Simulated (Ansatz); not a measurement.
Input file for Ansatz (a first-principles code):

Ansatz 0.2 input:
```yaml
crystal:
  lattice:
    - [0.0, 3.1442399406, 3.1442399406]
    - [3.1442399406, 0.0, 3.1442399406]
    - [3.1442399406, 3.1442399406, 0.0]
  atoms:
    - { symbol: Se, position: [0.0, 0.0, 0.0] }
    - { symbol: Se, position: [0.25, 0.25, 0.25] }
kpoints:
  mp_grid: { grid: [11, 11, 11] }
hamiltonian:
  xc: r2scan
  pseudopotentials: { kind: paw }
scf:
  occupations: { method: gaussian, width: 0.05 }
checkpoint: { read: metal.run }
output: { bader: true, populations: true }
```

Output (shortened):

```
Pseudopotential: Se, paw, valence charge 16
Functional definition: r2SCAN
Crystal: 2 atoms, lattice volume = 62.169 Å³
Basis set: ecut = 500 eV, 1591 PW (Γ), exchange–correlation on 144×144×144 points (64 copies of the dense FFT grid, shifted against one another)
Bands: 24, of which v1, the nominal top of the filled ones, is band 16 counted from 1 (15 counted from 0)
Symmetry: 48 space group operations
Space group: Fd-3m (ITA 227), of the structure as read, at distance tolerance 4.0e-5 Å
k-points: 56 of 1331
Stability of the state it starts from, as read at its close in the unpolarized treatment …
iter 1 solved again at ethr=6.10e-8 eV; its pass at ethr=3.10e-3 eV (dr2=1.95e-5 eV) is discarded
SCF iter   1: F=—  HF=-10954.913617 eV  |F-HF|=—  |Δ(HF+E_count)|=         —  Δρ=2.14e-7  dr2=1.66e-11  dr2_τ=9.85e-13  ethr=6.10e-8  ⟨swp⟩=3.0  Hψ=9734  notcnv=0
preconditioner: auto → LDOS
SCF iter   2: F=-10954.913617 eV  HF=-10954.913617 eV  |F-HF|=0.00e0  |Δ(HF+E_count)|=   1.96e-8  Δρ=1.56e-7  dr2=5.28e-12  dr2_τ=2.92e-13  ethr=1.00e-12  ⟨swp⟩=5.3  Hψ=4666  notcnv=0
SCF 1 converged in 2 iterations: F = -10954.913617 eV  dr2 = 5.28e-12
SCF converged after 2 iterations
Free energy (F): -10954.913617 eV
Harris-Foulkes:  -10954.913617 eV  (|F-HF|=0.00e0)
Internal energy: -10954.910849 eV  (E = F + TS)
E sigma→0 (E₀):  -10954.912233 eV
Entropy (-TS):   -0.002768 eV (-1.384 meV/atom)
Fermi energy:    5.692261 eV
--- Per-component energies (eV) ---
  E_band       = -889.499996
  E_kinetic    = 231.805032
  E_local      = -5439.090405  (includes V_loc(G=0)·N_el)
  E_nonlocal   = -1187.553393
  E_hartree    = 2646.036820
  E_xc         = -193.286297
  E_vxc        = -208.038718  (∫ρ·V_xc dr)
  E_paw        = -3851.549633  (= ΣΔE_a)
  E_vpaw       = 410.352449  (= ΣTr[D̂ρ^β])
  E_aug_tail   = -0.000417  (compensation charges beyond the density's cutoff)
  E_vtau       = 10.951878  (kinetic-family band-sum trace: ∫τ·v_τ [+ j·A + Jᵃ·Aᵃ] dr)
  E_ewald      = -3157.743015
  E_core_change = -3.529541  (= ΣΔE_core)
  E_smearing   = -0.002768  (= −TS)
  E_closure    = 0.000000  (closes the sum)
  Σ components = -10954.913617   (vs F -10954.913617, Δ=0.00e0)
  [band-id]    e_kinetic+e_local+e_nonlocal+2·e_hartree+e_vxc+e_vpaw+e_augmentation_tail+e_vtau = -889.499936   (vs E_band -889.499996, Δ=5.96e-5)
--- Band table (eV; the first three rows and the last of 56) ---
  k-point 0: bands = ["-43.8243", "-43.8243", "-43.8243", "-43.8179", "-43.8179", "-43.8034", "-43.8034", "-43.8010", "-43.8010", "-43.8010", "-10.3856", "-4.8124", "2.0158", "2.0158", "2.0158", "4.8683", "4.8683", "4.8683", "10.4363", "13.8593", "13.8593", …
  k-point 1: bands = ["-43.8245", "-43.8245", "-43.8241", "-43.8176", "-43.8176", "-43.8039", "-43.8039", "-43.8012", "-43.8006", "-43.8006", "-10.3272", "-4.9675", "1.9352", "1.9352", "1.9902", "4.9853", "4.9886", "4.9886", "10.7098", "13.5898", "13.5898", …
  k-point 2: bands = ["-43.8250", "-43.8250", "-43.8236", "-43.8168", "-43.8168", "-43.8047", "-43.8047", "-43.8017", "-43.8000", "-43.8000", "-10.1578", "-5.3801", "1.7458", "1.7458", "1.8826", "5.2797", "5.2797", "5.3850", "11.3734", "13.2558", "13.2558", …
  k-point 55: bands = ["-43.8280", "-43.8276", "-43.8155", "-43.8130", "-43.8114", "-43.8102", "-43.8100", "-43.8081", "-43.7974", "-43.7970", "-8.4271", "-7.9710", "0.1193", "0.4019", "4.1205", "4.8335", "7.2415", "7.2591", "11.7100", "12.3288", "15.1608", …
--- Löwdin populations: 2 sites ---
  site symbol       q [e]
     0     Se     15.9609
     1     Se     15.9609
  spilling = 0.002446 (of n_electrons = 32.000000)
--- Bader charges: 2 sites ---
  site symbol  charge [e]  shift [e]
     0     Se      0.0000     0.0000
     1     Se      0.0000     0.0000
  shift: an alarm, by how much a part of what the PAW files miss would move the charge. Where it is large, compare
  with a run on PAW files of another source; a small one proves nothing
  estimated error of the sums over rays = 2.5e-5 e
```

Cost: very roughly 26 core-seconds on shared cores.

The start of the workflow was typed in or built on a structure type; neither database checked (COD, Materials Project) lists it. It is not the phase usual at ambient conditions (space group No. 152). Symmetry was held in the r²SCAN relaxation; its stability against distortions is not shown here. The volume moved by 26 % from the start of the relaxation. Scalar-relativistic: spin–orbit coupling is off unless named, which matters more the heavier the elements.

Potentials: the later of the program's two PAW sets.

Ansatz is a plane-wave DFT program.
